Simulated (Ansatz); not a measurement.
Polymorphs of ZrB₂, each relaxed with the program Ansatz at the r²SCAN level (PAW):

A: MoSi2 or CaC2 type (I4/mmm)
a = 3.485 Å, b = 3.485 Å, c = 6.306 Å, α = 90.00°, β = 90.00°, γ = 90.00°

```
atom  site  symmetry       x       y       z
----  ----  --------  ------  ------  ------
Zr      2a     4/mmm  0.0000  0.0000  0.0000
B       4e       4mm  0.0000  0.0000  0.3774
```

B: P6/mmm
a = 3.1673 Å, b = 3.1673 Å, c = 3.5520 Å, α = 90.00°, β = 90.00°, γ = 120.00°

| atom | site | symmetry | x | y | z |
|---|---|---|---|---|---|
| Zr | 1a | 6/mmm | 0.0000 | 0.0000 | 0.0000 |
| B | 2d | -6m2 | 0.3333 | 0.6667 | 0.5000 |

Question: Put the candidates in order of energy per atom at 0 K, lowest first, for r²SCAN.

Answer: B (+0 meV/atom), A (+1108 meV/atom)

Constructed cells (a structure type filled with these elements, in neither database checked): A. Not the usual ambient phase: A. All cells were relaxed under the symmetry of their starts (and spin orders); stability against distortions was not tested throughout. Named crystals with no word on spin ran without spin polarisation. Scalar-relativistic: spin–orbit coupling is off unless named, which matters more the heavier the elements.

Energies hold the estimated change up to a 700 eV cutoff; steps of a few meV lie near the error of the meshes.

Potentials: the earlier of the program's two PAW sets. The files were generated under PBE; for other functionals the program regenerates the frozen cores, and for LDA and PBEsol the local potential too.
